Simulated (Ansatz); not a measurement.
# Ge: computed property card

Ge in space group Fd-3m (No. 227; Ge on 16d), a = b = c = 7.468 Å, α = β = γ = 90.00°; the cell used has 4 atoms.

Space group Fd-3m (No. 227); conventional cell a = b = c = 7.4683 Å, α = β = γ = 90.00°.

Method: r²SCAN+D4 (plane waves, PAW; program Ansatz). Structure relaxed to zero pressure with the same functional. Other levels are named where they apply.

Cell and energy:

```
Item                 Result
---------------  ----------
Volume per atom    26.03 Å³
Density          4.63 g/cm³
```

Electronic structure:

```
Quantity                                                                    Result
------------------------------------  --------------------------------------------
Electronic character                                             metallic (no gap)
Density of states at the Fermi level  0.46 states/eV per atom (mean over ±0.08 eV)
```

Mechanics:

```
Quantity                                                                      Result
--------------------------------------------  --------------------------------------
Bulk modulus (Birch–Murnaghan fit)                                          51.2 GPa
Pressure derivative B′                                                           4.6
Elastic constants (relaxed ions, GPa)             C11 = 55.8, C12 = 47.8, C44 = 37.5
Mechanical stability                          stable (all eigenvalues of C positive)
Hill bulk and shear moduli                                         50.5 and 16.4 GPa
Young's modulus                                                             44.3 GPa
Poisson's ratio                                                                 0.35
Debye temperature from the elastic constants                                   212 K
```

The workflow started from an entry of the Crystallography Open Database (COD). Its sites differ from those of the usual phase in this space group: another stacking or structure type. Symmetry was held in the r²SCAN+D4 relaxation; its stability against distortions is not shown here. The volume moved by 132 % from the start of the relaxation. As this level gives no gap, shear constants depend on the k-mesh and smearing (Fermi–Dirac, 0.1 eV here). Spin–orbit coupling is left out wherever it is not named.

Potentials: the later of the program's two PAW sets.
